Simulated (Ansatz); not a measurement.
# Band table of Re (fcc type)

```
CELL_PARAMETERS angstrom
0.00000 1.63625 1.63625
1.63625 0.00000 1.63625
1.63625 1.63625 0.00000
ATOMIC_POSITIONS crystal
Re 0.00000 0.00000 0.00000
```

The cell comes from a relaxation on PAW files under the same functional, begun from a prototype that needn't be the stable phase.

Level of theory: DFT with PBEsol, scalar-relativistic, in Ansatz 0.2.0; a Γ-centred 17×17×17 k mesh, Fermi–Dirac smearing of 0.05 eV, no spin polarisation. LAPW: all electrons, basis error target 1 meV/atom.

This run: volume at 0.6 of the series' base cell.

Spin–orbit coupling is left out, which matters for the heavy atoms. The structure type is held throughout; the real material can change phase at far lower pressure.

Path points, in fractions of the reciprocal vectors: Γ (0.000, 0.000, 0.000), X (0.500, 0.000, 0.500), U (0.625, 0.250, 0.625), K (0.375, 0.375, 0.750), L (0.500, 0.500, 0.500), W (0.500, 0.250, 0.750). The distance column jumps between branches of the path. Levels in eV from the Fermi level; bands 21 to 26, counted from the lowest band of the run. The gap is zero, the pressure 573.5 GPa.

```
# k(1/Å) point b21 b22 b23 b24 b25 b26
0.000 Γ -13.02 -4.35 -4.35 -4.35 2.23 2.23
0.240 - -12.52 -4.86 -4.03 -4.03 1.51 2.39
0.480 - -11.17 -6.10 -3.08 -3.08 -0.24 2.87
0.720 - -9.64 -7.61 -1.85 -1.57 -1.57 3.62
0.960 - -9.35 -9.06 -1.57 0.43 0.43 4.58
1.200 - -10.53 -10.29 0.87 2.83 2.83 5.66
1.440 - -11.89 -11.21 4.03 5.48 5.48 6.69
1.680 - -12.82 -11.78 6.80 7.47 8.07 8.07
1.920 X -13.15 -11.98 7.76 7.98 9.45 9.45
2.005 - -13.10 -11.92 7.25 7.59 9.40 10.21
2.090 - -12.96 -11.73 6.09 7.12 9.24 11.45
2.175 - -12.75 -11.40 4.92 6.45 8.98 12.76
2.259 - -12.51 -10.91 3.77 5.66 8.63 14.11
2.344 - -12.24 -10.28 2.67 4.83 8.20 14.41
2.429 - -11.95 -9.54 1.60 3.98 7.69 13.62
2.514 - -11.63 -8.72 0.59 3.16 7.13 12.87
2.599 U -11.28 -7.86 -0.37 2.37 6.53 12.23
3.775 K -11.28 -7.86 -0.37 2.37 6.53 12.23
4.029 - -10.04 -5.57 -2.88 0.35 4.54 11.30
4.284 - -8.59 -4.78 -4.62 -1.02 2.50 12.07
4.538 - -7.35 -6.00 -4.85 -1.67 0.57 11.19
4.793 - -7.73 -6.50 -4.28 -1.56 -1.12 7.45
5.047 - -9.30 -6.32 -3.29 -2.50 -0.79 4.03
5.302 - -11.05 -5.62 -3.52 -3.28 0.44 2.37
5.556 - -12.47 -4.76 -4.14 -4.01 1.68 2.18
5.811 Γ -13.02 -4.35 -4.35 -4.35 2.23 2.23
6.019 - -12.65 -4.59 -4.19 -4.19 2.02 2.02
6.227 - -11.68 -5.07 -3.77 -3.77 1.59 1.59
6.435 - -10.69 -5.09 -3.42 -3.42 1.46 1.46
6.642 - -10.41 -3.91 -3.51 -3.51 2.15 2.15
6.850 - -10.74 -3.96 -3.96 -1.76 3.62 3.62
7.058 - -11.18 -4.45 -4.45 0.60 5.42 5.42
7.266 - -11.50 -4.80 -4.80 2.42 7.02 7.02
7.474 L -11.62 -4.92 -4.92 3.09 7.69 7.69
7.643 - -11.36 -5.23 -4.71 2.50 7.59 8.23
7.813 - -10.66 -6.00 -4.06 1.15 7.28 9.62
7.983 - -9.67 -6.93 -2.98 -0.44 6.80 11.45
8.153 - -8.56 -7.81 -1.98 -1.58 6.31 13.38
8.322 - -8.52 -7.46 -3.34 -0.33 6.25 15.15
8.492 - -9.00 -6.44 -4.40 0.13 7.20 16.13
8.662 - -9.28 -5.65 -5.09 -0.09 8.73 16.74
8.831 W -9.36 -5.32 -5.32 -0.28 9.49 17.99
8.951 - -9.59 -6.75 -3.78 0.06 9.49 17.69
9.071 - -10.16 -8.05 -2.15 0.98 9.48 17.12
9.191 - -10.88 -9.19 -0.43 2.27 9.48 16.26
9.311 - -11.61 -10.16 1.34 3.73 9.47 15.13
9.431 - -12.25 -10.94 3.15 5.20 9.46 13.77
9.551 - -12.74 -11.51 4.97 6.50 9.45 12.24
9.671 - -13.05 -11.86 6.75 7.42 9.45 10.63
9.791 X -13.15 -11.98 7.76 7.98 9.45 9.45
```
